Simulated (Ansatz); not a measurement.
TiPt$_{3}$: frozen-core PAW against all-electron methods

```
Ti Pt
1.0
     3.89700    0.00000    0.00000
     0.00000    3.89700    0.00000
     0.00000    0.00000    3.89700
Ti Pt
1 3
Direct
  0.00000 0.00000 0.00000
  0.00000 0.50000 0.50000
  0.50000 0.00000 0.50000
  0.50000 0.50000 0.00000
```

Atom numbers follow the list: Ti1, Pt2, Pt3, Pt4.

The geometry is COD entry 1539263, unchecked; take it as a test cell. It is an old determination, and later ones may differ.

Spin–orbit coupling is left out, though it moves levels of the heavy atoms by tenths of an eV or more.

All numbers are computed: DFT, PBE, PAW with Ansatz's default frozen-core files, scalar-relativistic (Ansatz 0.2.0); DFT, PBE, all-electron PAW with datasets made for the crystal, scalar-relativistic (Ansatz 0.2.0); DFT, PBE, all-electron LAPW, scalar-relativistic (Ansatz 0.2.0).

For PAW: a Γ-centred 9×9×9 k mesh, Fermi–Dirac smearing of 0.05 eV, cutoff 420 eV, no spin polarisation. The crystal-made all-electron datasets (AE datasets) take a cutoff of 280 eV at this cell. LAPW targets a basis error of 1 meV/atom. The Ansatz runs share mesh, smearing and spin set-up. Plane-wave (PAW) pressures include the program's estimate of the Pulay term.

Stress and pressure are positive in compression.

Spin–orbit coupling is left out, which moves gradients at and beside heavy atoms by some per cent and at worst by a factor of two.

In a metal, gradients converge slowly with the k mesh: the values move by tens of per cent from one mesh to another, at times in sign, so only the comparison on one mesh counts.

Levels count from the Fermi level.

```tsv
quantity	PAW	AE datasets	LAPW
pressure (GPa)	10.14	10.12	10.12
highest filled level at Γ (eV)	-0.540	-0.537	-0.537
lowest empty level at Γ (eV)	0.031	0.032	0.032
highest filled level at R (eV)	-0.467	-0.465	-0.465
lowest empty level at R (eV)	1.194	1.194	1.194
field gradient Vzz at Pt2 (10²¹ V/m²)	-7.86	-7.82	–
```

PAW's pressure differs from the LAPW value by +0.03 GPa. Datasets made for the crystal and LAPW share parts of one code, so their agreement isn't an independent check.
